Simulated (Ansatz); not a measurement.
Every step of a relaxation of fcc Ni (100), 7 layers

DFT, PBE, PAW with Ansatz's default frozen-core files, scalar-relativistic (Ansatz 0.2.0); a Γ-centred 16×16×1 k mesh, Fermi–Dirac smearing of 0.1 eV, spin-polarised from start moments Ni1 1, Ni2 1, Ni3 1, Ni4 1, Ni5 1, Ni6 1, Ni7 1 μB. The run relaxes the atoms in the fixed cell.

Command: `ansatz run input.yaml --threads 4 --pin off --max-ram 12288MiB --backend cpu --events-out ev --progress --plain --runs-dir out` It took 2.8 min on 4 threads of Intel(R) Xeon(R) Platinum 8488C (Sapphire Rapids), on a shared host, peak memory 1.2 GiB.

```yaml
crystal:
  lattice:
    - [2.4893886838, 0.0, 0.0]
    - [0.0, 2.4893886838, 0.0]
    - [0.0, 0.0, 26.5616]
  atoms:
    - { symbol: Ni, position: [0.0, 0.0, 0.3011870197], spin: 1.0 }
    - { symbol: Ni, position: [0.5, 0.5, 0.3674580131], spin: 1.0 }
    - { symbol: Ni, position: [0.0, 0.0, 0.4337290066], spin: 1.0 }
    - { symbol: Ni, position: [0.5, 0.5, 0.5], spin: 1.0 }
    - { symbol: Ni, position: [0.0, 0.0, 0.5662709934], spin: 1.0 }
    - { symbol: Ni, position: [0.5, 0.5, 0.6325419869], spin: 1.0 }
    - { symbol: Ni, position: [0.0, 0.0, 0.6988129803], spin: 1.0 }
magnetization:
  spin_polarized: true
kpoints:
  mp_grid: { grid: [16, 16, 1] }
scf:
  occupations: { method: fermi_dirac, width: 0.1 }
hamiltonian:
  xc: pbe
  pseudopotentials: { kind: paw }
output:
  forces: true
  stress: true
  eigenvalues: true
relax:
  f_tol: 0.01
  max_steps: 40
efield:
  axis: 3
  amplitude: 0
  dipole_correction: true
```

Each step lists its free energy a cell above the last geometry, and Cartesian positions (Å) with forces (eV/Å).

The first step:

```
step 1  dF = 21.19 meV
  Ni 0.0000 0.0000 8.0000   0.0000 0.0000 0.3185
  Ni 1.2447 1.2447 9.7603   0.0000 0.0000 -0.3523
  Ni 0.0000 0.0000 11.5205   0.0000 0.0000 0.0217
  Ni 1.2447 1.2447 13.2808   0.0000 0.0000 0.0000
  Ni 0.0000 0.0000 15.0411   0.0000 0.0000 -0.0218
  Ni 1.2447 1.2447 16.8013   0.0000 0.0000 0.3523
  Ni 0.0000 0.0000 18.5616   0.0000 0.0000 -0.3186
```

The magnetic state is the one reached from the start moments; other orders weren't searched.

Task: Where does the relaxation end, and by which steps?

Result: After 4 geometries, with a shortest distance of 2.445 Å and a cell moment of 4.61 μB. The further steps:
```
step 2  dF = 8.73 meV
  Ni 0.0000 0.0000 8.0197   0.0000 0.0000 0.2068
  Ni 1.2447 1.2447 9.7567   0.0000 0.0000 -0.2391
  Ni 0.0000 0.0000 11.5195   0.0000 0.0000 0.0277
  Ni 1.2447 1.2447 13.2808   0.0000 0.0000 0.0000
  Ni 0.0000 0.0000 15.0421   0.0000 0.0000 -0.0277
  Ni 1.2447 1.2447 16.8049   0.0000 0.0000 0.2391
  Ni 0.0000 0.0000 18.5419   0.0000 0.0000 -0.2068
step 3  dF = 0.04 meV
  Ni 0.0000 0.0000 8.0511   0.0000 0.0000 -0.0136
  Ni 1.2447 1.2447 9.7458   0.0000 0.0000 0.0167
  Ni 0.0000 0.0000 11.5198   0.0000 0.0000 -0.0020
  Ni 1.2447 1.2447 13.2808   0.0000 0.0000 0.0000
  Ni 0.0000 0.0000 15.0418   0.0000 0.0000 0.0020
  Ni 1.2447 1.2447 16.8158   0.0000 0.0000 -0.0167
  Ni 0.0000 0.0000 18.5105   0.0000 0.0000 0.0136
step 4  dF = 0.00 meV
  Ni 0.0000 0.0000 8.0496   0.0000 0.0000 0.0000
  Ni 1.2447 1.2447 9.7468   0.0000 0.0000 0.0000
  Ni 0.0000 0.0000 11.5199   0.0000 0.0000 0.0000
  Ni 1.2447 1.2447 13.2808   0.0000 0.0000 0.0000
  Ni 0.0000 0.0000 15.0417   0.0000 0.0000 0.0000
  Ni 1.2447 1.2447 16.8148   0.0000 0.0000 0.0000
  Ni 0.0000 0.0000 18.5120   0.0000 0.0000 0.0000
```
